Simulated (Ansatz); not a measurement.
# Phonon spectrum of ZrHF$_{3}$

All numbers below come from DFT PBE, scalar-relativistic, plane waves, PAW (Ansatz). Plane waves to 420 eV; Γ-centred k mesh 6×6×6; fixed occupations. No spin polarisation. Phonons by linear response, acoustic sum rule imposed.

The cell, relaxed at this level:
```
Zr H F
1.0
     3.16231    1.82576    1.93939
    -3.16231    1.82576    1.93939
     0.00000   -3.65153    1.93939
Zr H F
1 1 3
Direct
  0.61267 0.61267 0.61267
  0.92817 0.92817 0.92817
  0.52269 0.07267 0.52269
  0.52269 0.52269 0.07267
  0.07267 0.52269 0.52269
```

It was reached by relaxing an invented guess, and it needn't be the stable form of this composition. The q mesh is coarse, so values between its points are rough.

Force constants from linear response on a 2×2×2 q mesh.

Path: Γ–L–T–P0 | P2–Γ–F. Only the points of the 2×2×2 mesh were computed; the rest is interpolation, which is rough on so few points. On the mesh no mode is imaginary. Distance along the path (Å⁻¹), then the branches (cm⁻¹, negative for imaginary; the LO field is included):
```
0.000  0 0 0 100 110 217 240 250 290 380 422 538 783 795 1667
0.197  21 23 70 108 112 216 240 250 293 380 422 536 782 796 1665
0.394  36 44 107 129 130 211 240 249 305 381 420 529 781 800 1662
0.591  46 58 113 152 156 201 242 248 321 386 419 518 780 805 1659
0.788  49 62 115 158 173 190 243 248 329 389 418 512 779 807 1658
1.036  81 89 111 147 174 189 253 258 326 385 407 532 784 806 1655
1.284  63 91 111 169 182 196 268 282 317 384 395 562 793 805 1648
1.533  42 62 79 189 190 216 280 306 313 390 393 581 800 804 1642
1.781  40 40 60 190 190 224 285 315 315 393 393 587 803 803 1640
1.899  45 45 65 192 192 222 287 314 314 394 394 586 802 802 1640
2.017  57 57 78 197 197 214 292 309 309 394 394 582 802 802 1640
2.134  71 71 95 203 203 205 296 302 302 395 395 574 800 800 1640
2.252  84 84 114 195 207 207 294 294 299 395 395 562 799 799 1641
2.396  96 96 136 182 206 206 284 284 299 395 395 542 798 798 1645
2.683  107 107 146 174 181 181 263 263 294 400 400 496 794 794 1660
2.970  83 83 92 140 140 201 249 249 293 412 412 464 789 789 1677
3.257  28 28 29 106 106 215 250 250 298 421 421 453 784 784 1688
3.401  0 0 0 100 121 217 228 250 284 369 422 585 783 811 1643
3.649  34 67 77 96 128 218 232 251 291 370 420 581 784 811 1642
3.898  59 93 104 139 146 218 243 261 304 376 414 571 785 811 1642
4.146  59 100 121 158 170 211 264 281 313 387 406 562 786 810 1642
4.394  52 102 135 154 181 206 275 293 314 397 398 558 787 810 1642
```
